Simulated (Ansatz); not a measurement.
A trial cell of ZrB4C, before relaxation:

```
Zr B C
1.0
     3.04003    0.00000    0.00000
     0.00000    3.21492    2.90413
     0.00000   -3.21492    2.90413
Zr B C
1 4 1
Direct
  0.50000 0.50044 0.50044
  0.00000 0.03866 0.03866
  0.00000 0.73664 0.22371
  0.00000 0.22371 0.73664
  0.50000 0.07077 0.07077
  0.00000 0.68569 0.68569
```

All numbers below come from DFT PBE, scalar-relativistic, plane waves, PAW in Ansatz. Cutoff 420 eV, Gaussian smearing, Γ-centred meshes. Cell and atoms relax first on a coarse mesh and then on a finer one. In between, the cell is made exact in the group found at 0.06 Å. In metals the finer mesh still leaves noise of several meV/atom or more. The steps can't lower the symmetry of their start. No spin polarisation in the relaxation; trial moments died out in a coarse test.

A guess keeps its type if space group and coordination stay and the shape of the cell changes little (axis ratios within about 15 %, angles within 6°); the volume may change.

**Question.** Does this structure survive the relaxation?

**Answer.** It doesn't keep its type. The symmetry stays Amm2 (No. 38). The volume per atom shrinks by 7.0 %, from 9.5 to 8.8 Å³. The shortest distance goes from 1.53 Å (B–B) to 1.55 Å (B–C). Counting neighbours within 15 % of an atom's shortest distance, the start has B 1/2/4, C 5, Zr 2 and the end B 1/6, C 3, Zr 8. In detail, at the end Zr is surrounded by 2 C at 2.41 Å, 6 B at 2.47–2.48 Å, 9 B at 2.81–2.97 Å and 2 Zr at 3.06 Å; B on a site of symmetry mm2 has 1 C at 1.55 Å, 4 B at 1.80–1.86 Å, 2 B at 2.56 Å and 4 Zr at 2.81 Å; C has 3 B at 1.55 Å and 2 Zr at 2.41 Å; 2 more sites not described.

```cif
data_structure
_symmetry_space_group_name_H-M 'P 1'
_symmetry_Int_Tables_number 1
_cell_length_a 3.0579
_cell_length_b 4.3623
_cell_length_c 4.3623
_cell_angle_alpha 65.104
_cell_angle_beta 90.000
_cell_angle_gamma 90.000
_cell_volume 52.78
loop_
_atom_site_label
_atom_site_type_symbol
_atom_site_fract_x
_atom_site_fract_y
_atom_site_fract_z
_atom_site_occupancy
Zr1 Zr 0.50000 0.42977 0.42977 1
B1 B 0.00000 0.89371 0.89371 1
B2 B 0.00000 0.91240 0.29874 1
B3 B 0.00000 0.29874 0.91240 1
B4 B 0.50000 0.03821 0.03821 1
C1 C 0.00000 0.68306 0.68306 1
```

The last run used a 12×10×10 mesh (in the run's order of axes) for its 6-atom cell and Gaussian smearing of 0.10 eV. A structure relaxed within its symmetry needn't be a true minimum.

In counts of neighbours, a slash parts the counts of unlike sites.
